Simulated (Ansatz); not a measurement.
# Cost of a DFT run on Bi₂Te₂Pb₄S₅

```yaml
crystal:
  lattice:
    - [2.1223884166, 1.2253615236, 23.81981]
    - [-2.1223884166, 1.2253615236, 23.81981]
    - [0.0, -2.4507230473, 23.81981]
  atoms:
    - { symbol: Bi, position: [0.546350412, 0.546350412, 0.546350412] }
    - { symbol: Bi, position: [0.453649588, 0.453649588, 0.453649588] }
    - { symbol: Te, position: [0.8545125172, 0.8545125172, 0.8545125172] }
    - { symbol: Te, position: [0.1454874828, 0.1454874828, 0.1454874828] }
    - { symbol: Pb, position: [0.9280741748, 0.9280741748, 0.9280741748] }
    - { symbol: Pb, position: [0.0719258252, 0.0719258252, 0.0719258252] }
    - { symbol: Pb, position: [0.3093662166, 0.3093662166, 0.3093662166] }
    - { symbol: Pb, position: [0.6906337834, 0.6906337834, 0.6906337834] }
    - { symbol: S, position: [0.2375991735, 0.2375991735, 0.2375991735] }
    - { symbol: S, position: [0.7624008265, 0.7624008265, 0.7624008265] }
    - { symbol: S, position: [0.6187678619, 0.6187678619, 0.6187678619] }
    - { symbol: S, position: [0.3812321381, 0.3812321381, 0.3812321381] }
    - { symbol: S, position: [0.0, 0.0, 0.0] }
kpoints:
  mp_grid: { grid: [8, 8, 8] }
scf:
  occupations: { method: fermi_dirac, width: 0.02 }
hamiltonian:
  xc: r2scan
  pseudopotentials: { kind: paw }
output:
  forces: true
  stress: true
  populations: true
  efg:
    quadrupole_moments_barn: { Bi: -0.516, S: -0.0694 }
    contact_densities: true
```

```sh
ansatz run input.yaml --threads 1 --pin off --max-ram 3072MiB --backend cpu --events-out ev --progress --plain --runs-dir out
```

It runs on 1 thread of Arm Neoverse N1 (aarch64; 8 cores open to the job, memory cap 3.0 GiB, no GPU), a shared host with a load of 0.5 a core.

Q: Estimate the wall time and the peak memory.

A: About 11 min of wall time (11 min of CPU time) and 2.4 GiB. The run holds 148 valence electrons in 89 bands, about 9459 plane waves a k-point and 65 irreducible k-points, and took 9 SCF iterations. Times on a shared host vary by tens of per cent.
